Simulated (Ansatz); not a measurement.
**MgRh: a sublattice moved along a line**

Theory: DFT PBEsol, scalar-relativistic, plane waves, PAW in Ansatz. The runs took a 420 eV cutoff, a Γ-centred 16×16×16 mesh and Gaussian smearing (0.15 eV). No spin polarisation. Energies are free energies at this smearing, counted from the undisturbed cell; pressure is positive in compression.

Reference structure (as given, not relaxed at this level; it stands at -1.9 GPa, and it needn't be the usual structure):

```xyz
2
Lattice="3.0992 0.0000 0.0000 0.0000 3.0992 0.0000 0.0000 0.0000 3.0992" Properties=species:S:1:pos:R:3 pbc="T T T"
Mg    0.0000    0.0000    0.0000
Rh    1.5496    1.5496    1.5496
```

Every Mg atom is moved by x along the Cartesian unit vector (0.000, 0.000, 1.000); the cell and all other atoms stay fixed. The cell is metallic on the mesh throughout.

```
  x (Å)  ΔE (meV/cell) force along x on the moved atoms (eV/Å) pressure (GPa)
-0.5000              ?                                     2.60               ?
-0.2500          173.6                                        ?               ?
 0.0000            0.0                                     0.00            -1.9
 0.0625           10.9                                    -0.35            -1.8
 0.1250           43.6                                    -0.70            -1.3
 0.1875           98.0                                    -1.04            -0.5
 0.3125          270.1                                    -1.71             2.0
 0.3750          386.7                                    -2.02             3.7
 0.4375          522.7                                    -2.32             5.6
```

By symmetry 0.5000 repeats -0.5000, -0.3750 repeats 0.3750, 0.2500 repeats -0.2500, -0.1250 repeats 0.1250 in energy, with the opposite slope along the path.

**Question.** Give the withheld values.

**Answer.** ΔE (meV/cell) at x (Å) = -0.5000: 676.9; pressure (GPa) at x (Å) = -0.5000: 7.7; force along x on the moved atoms (eV/Å) at x (Å) = -0.2500: 1.38; pressure (GPa) at x (Å) = -0.2500: 0.6.